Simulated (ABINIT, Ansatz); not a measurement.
Given: the input of a run of ABINIT 10.8.3 (patched build) on AlCl. 

The input run.abi:

```
# Pseudopotentials
pp_dirpath "./"
pseudos "Al.GGA_PBE-JTH.xml, Cl.GGA_PBE-JTH.xml"

# Structure
structure "poscar:POSCAR"
natom 2

# Plane-wave basis
ecut 25.0
pawecutdg 47.0
pawxcdev 0

# k points
kptopt 1
ngkpt 8 8 8
nshiftk 1
shiftk 0.0 0.0 0.0

# Exchange and correlation
ixc 11

# Bands and occupations
nband 9
occopt 3
tsmear 0.05 eV

# SCF cycle
nstep 100
tolvrs 1.0e-9

# Output
iomode 3
prtwf 0
prtden 0
prteig 0
prtebands 0
enunit 1
```

The input POSCAR:

```
AlCl
1.0
    0.0000000000      2.8486347600      2.8486347600
    2.8486347600      0.0000000000      2.8486347600
    2.8486347600      2.8486347600      0.0000000000
Al Cl
1 1
Direct
    0.5000000000      0.5000000000      0.5000000000  Al
    0.0000000000      0.0000000000      0.0000000000  Cl
```

Potentials or basis: JTH PAW PBE v2.0.

Run with:

```console
$ abinit run.abi > log 2>&1
```

Problem. What does the same run look like in Ansatz 0.2.0? Potentials or basis there: Ansatz PAW, cutoff 420 eV.

Solution. As run (cutoffs and basis follow the program's own potentials, and thresholds, step limits or extra output files can differ):

The input input.yaml:

```yaml
crystal:
  lattice:
    - [0.0, 2.84863476, 2.84863476]
    - [2.84863476, 0.0, 2.84863476]
    - [2.84863476, 2.84863476, 0.0]
  atoms:
    - { symbol: Al, position: [0.5, 0.5, 0.5] }
    - { symbol: Cl, position: [0.0, 0.0, 0.0] }
hamiltonian:
  xc: pbe
  pseudopotentials: { kind: paw }
kpoints:
  mp_grid: { grid: [8, 8, 8] }
scf:
  occupations: { method: fermi_dirac, width: 0.05 }
output:
  forces: true
  stress: true
  eigenvalues: true
```

Potentials or basis: Ansatz PAW.

Command:

```console
$ ansatz run input.yaml --threads 1 --pin off --max-ram 3584MiB --backend cpu --events-out ev --progress --plain --runs-dir out
```

Both were run:

|  | ABINIT | Ansatz |
| --- | --- | --- |
| Pressure | 5.7 GPa | 5.7 GPa |

Ansatz's pressure holds a Pulay term of +0.01 GPa for its cutoff of 420 eV, which the other run lacks.

Where Ansatz's input types no cutoff or centring, it takes its own default and a Γ-centred mesh.

Pressure is positive in compression.
